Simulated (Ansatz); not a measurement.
KCl:
Space group Fm-3m (No. 225); a = b = c = 6.2930 Å, α = β = γ = 90.00°

```
atom  site  symmetry       x       y       z
----  ----  --------  ------  ------  ------
K       4a      m-3m  0.0000  0.0000  0.0000
Cl      4b      m-3m  0.5000  0.5000  0.5000
```
(The calculation used a cell of 2 atoms; values per cell refer to that cell.)

Relaxed with r²SCAN.

Which orbitals make up the states near the band edges in r²SCAN (plane waves, PAW; program Ansatz)?

Top 1 eV of the valence band: Cl 3p 96 %. Bottom 1 eV of the conduction band: K 4s 78 %, Cl 3s 15 %. Projections are on Löwdin-orthogonalised atomic valence shells; empty p or d shells of many metals are not among them.

Tabulate the density of states.

States/eV per cell of 2 atoms, in 0.25 eV bins, energy from the valence-band maximum.

| E (eV) | total | Cl 3p | K 4s | Cl 3s |
|---|---|---|---|---|
| -7.85 | 0.00 | 0.00 | 0.00 | 0.00 |
| -7.60 | 0.00 | 0.00 | 0.00 | 0.00 |
| -7.35 | 0.00 | 0.00 | 0.00 | 0.00 |
| -7.10 | 0.00 | 0.00 | 0.00 | 0.00 |
| -6.85 | 0.00 | 0.00 | 0.00 | 0.00 |
| -6.60 | 0.00 | 0.00 | 0.00 | 0.00 |
| -6.35 | 0.00 | 0.00 | 0.00 | 0.00 |
| -6.10 | 0.00 | 0.00 | 0.00 | 0.00 |
| -5.85 | 0.00 | 0.00 | 0.00 | 0.00 |
| -5.60 | 0.00 | 0.00 | 0.00 | 0.00 |
| -5.35 | 0.00 | 0.00 | 0.00 | 0.00 |
| -5.10 | 0.00 | 0.00 | 0.00 | 0.00 |
| -4.85 | 0.00 | 0.00 | 0.00 | 0.00 |
| -4.60 | 0.00 | 0.00 | 0.00 | 0.00 |
| -4.35 | 0.00 | 0.00 | 0.00 | 0.00 |
| -4.10 | 0.00 | 0.00 | 0.00 | 0.00 |
| -3.85 | 0.00 | 0.00 | 0.00 | 0.00 |
| -3.60 | 0.00 | 0.00 | 0.00 | 0.00 |
| -3.35 | 0.00 | 0.00 | 0.00 | 0.00 |
| -3.10 | 0.00 | 0.00 | 0.00 | 0.00 |
| -2.85 | 0.00 | 0.00 | 0.00 | 0.00 |
| -2.60 | 0.00 | 0.00 | 0.00 | 0.00 |
| -2.35 | 0.00 | 0.00 | 0.00 | 0.00 |
| -2.10 | 0.00 | 0.00 | 0.00 | 0.00 |
| -1.85 | 0.00 | 0.00 | 0.00 | 0.00 |
| -1.60 | 0.00 | 0.00 | 0.00 | 0.00 |
| -1.35 | 0.00 | 0.00 | 0.00 | 0.00 |
| -1.10 | 0.16 | 0.14 | 0.02 | 0.00 |
| -0.85 | 3.71 | 3.36 | 0.30 | 0.01 |
| -0.60 | 3.95 | 3.70 | 0.17 | 0.01 |
| -0.35 | 12.54 | 12.33 | 0.02 | 0.00 |
| -0.10 | 3.63 | 3.58 | 0.00 | 0.00 |
| 0.15 | 0.00 | 0.00 | 0.00 | 0.00 |
| 0.40 | 0.00 | 0.00 | 0.00 | 0.00 |
| 0.65 | 0.00 | 0.00 | 0.00 | 0.00 |
| 0.90 | 0.00 | 0.00 | 0.00 | 0.00 |
| 1.15 | 0.00 | 0.00 | 0.00 | 0.00 |
| 1.40 | 0.00 | 0.00 | 0.00 | 0.00 |
| 1.65 | 0.00 | 0.00 | 0.00 | 0.00 |
| 1.90 | 0.00 | 0.00 | 0.00 | 0.00 |
| 2.15 | 0.00 | 0.00 | 0.00 | 0.00 |
| 2.40 | 0.00 | 0.00 | 0.00 | 0.00 |
| 2.65 | 0.00 | 0.00 | 0.00 | 0.00 |
| 2.90 | 0.00 | 0.00 | 0.00 | 0.00 |
| 3.15 | 0.00 | 0.00 | 0.00 | 0.00 |
| 3.40 | 0.00 | 0.00 | 0.00 | 0.00 |
| 3.65 | 0.00 | 0.00 | 0.00 | 0.00 |
| 3.90 | 0.00 | 0.00 | 0.00 | 0.00 |
| 4.15 | 0.00 | 0.00 | 0.00 | 0.00 |
| 4.40 | 0.00 | 0.00 | 0.00 | 0.00 |
| 4.65 | 0.00 | 0.00 | 0.00 | 0.00 |
| 4.90 | 0.00 | 0.00 | 0.00 | 0.00 |
| 5.15 | 0.00 | 0.00 | 0.00 | 0.00 |
| 5.40 | 0.00 | 0.00 | 0.00 | 0.00 |
| 5.65 | 0.00 | 0.00 | 0.00 | 0.00 |
| 5.90 | 0.02 | 0.00 | 0.02 | 0.00 |
| 6.15 | 0.08 | 0.00 | 0.06 | 0.01 |
| 6.40 | 0.12 | 0.01 | 0.10 | 0.02 |
| 6.65 | 0.17 | 0.01 | 0.13 | 0.02 |
| 6.90 | 0.22 | 0.01 | 0.17 | 0.03 |
| 7.15 | 0.49 | 0.02 | 0.22 | 0.03 |
| 7.40 | 0.88 | 0.03 | 0.28 | 0.04 |
| 7.65 | 1.22 | 0.03 | 0.34 | 0.04 |
| 7.90 | 1.68 | 0.04 | 0.47 | 0.04 |
| 8.15 | 2.58 | 0.05 | 0.54 | 0.03 |
| 8.40 | 2.37 | 0.05 | 0.55 | 0.02 |
| 8.65 | 1.95 | 0.06 | 0.53 | 0.02 |
| 8.90 | 2.33 | 0.10 | 0.89 | 0.02 |
| 9.15 | 1.46 | 0.05 | 0.59 | 0.01 |
| 9.40 | 0.89 | 0.01 | 0.26 | 0.01 |
| 9.65 | 0.52 | 0.00 | 0.03 | 0.00 |
| 9.90 | 0.60 | 0.00 | 0.00 | 0.00 |
| 10.15 | 1.37 | 0.00 | 0.14 | 0.00 |
| 10.40 | 2.66 | 0.01 | 0.33 | 0.00 |
| 10.65 | 3.68 | 0.02 | 0.22 | 0.00 |

The cell was relaxed with r²SCAN under the symmetry of its start; phonons on a q-mesh show no instability.

Potentials: the later of the program's two PAW sets.
